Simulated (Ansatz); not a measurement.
SiO2: a ladder of calculations

Cell of run 1: a COD entry (listed for 0.2 GPa), taken as it stands.

Space group P4_12_12 (No. 92); a = 4.9501, c = 6.8760 Å.

```
site  Wyckoff  site symmetry       x       y       z
  Si       4a            ..2  0.3027  0.3027  0.0000
   O       8b              1  0.2388  0.1086  0.1817
```

One atom of each set is listed.

Relaxed positions (PBE, cell held):

Si (0.3076, 0.3076, 0.0000)
O (0.2355, 0.1212, 0.1877)

All runs are DFT with Ansatz 0.2.0 (plane waves and PAW, scalar-relativistic unless spin–orbit coupling is named, Γ-centred meshes, Fermi–Dirac smearing where given) in this cell.

Run 1: PBE, atoms as given; 420 eV, 5×5×4 k-points, smearing 0.02 eV.
Run 2: PBE, atoms relaxed; 420 eV, 5×5×4 k-points, smearing 0.02 eV.
Run 3: r2SCAN, at the relaxed atoms; 500 eV, 5×5×4 k-points, smearing 0.02 eV.

```tsv
run	Si V_zz (η)	O V_zz (η)
1	-0.56 (0.85)	8.97 (0.16)
2	-0.40 (0.89)	9.33 (0.21)
3	?	?
```

V_zz in 10²¹ V/m².

Q: Estimate the row of run 3.

A: Si: -0.39 (0.82); O: 9.21 (0.21). It lies nearest to run 2, from whose tensors on these sites it differs by 0.13 at most (largest principal value of the difference, on O). Taken one at a time, the positions of the atoms (as given or relaxed) move the tensors on these sites by up to 0.51 (largest principal value of the change, on O), the functional (r2SCAN with its higher cutoff) by 0.13 (O).

In runs 1, 3 the atoms aren't at the calculated equilibrium (largest force 0.51, 0.31 eV/Å). The cell isn't the equilibrium one in run 1 (calculated pressure 8 GPa), and the entry's cell may itself be off.
